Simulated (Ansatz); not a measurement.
TiTe₂ (CdI2 type, P-3m1) at seven volumes, r²SCAN+D4 in the plane-wave PAW code Ansatz, shape and atoms relaxed at each. One row is withheld.

| V (Å³/atom) | P (GPa) |
|---|---|
| 25.119 | 3.64 |
| 25.947 | 2.11 |
| 26.775 | 0.92 |
| 27.604 | 0.00 |
| 28.432 | -0.52 |
| 29.260 | ? |
| 30.088 | -1.16 |

Problem. Fit the shown pressures and predict the withheld one.

Solution. P = (3/2)B₀(x^(7/2) − x^(5/2))[1 + (3/4)(B′ − 4)(x − 1)] with x = (V₀/V)^(2/3). Least squares on the six rows gives V₀ = 27.669 Å³/atom, B₀ = 23.1 GPa, B′ = 11.06. At V = 29.260, x = 0.9634 and P = -0.93 GPa. The run itself gave -0.89 GPa.

The r²SCAN+D4 relaxation kept the symmetry of its start. No spin polarisation was allowed. Spin–orbit coupling is left out wherever it is not named.

Potentials: the later of the program's two PAW sets.
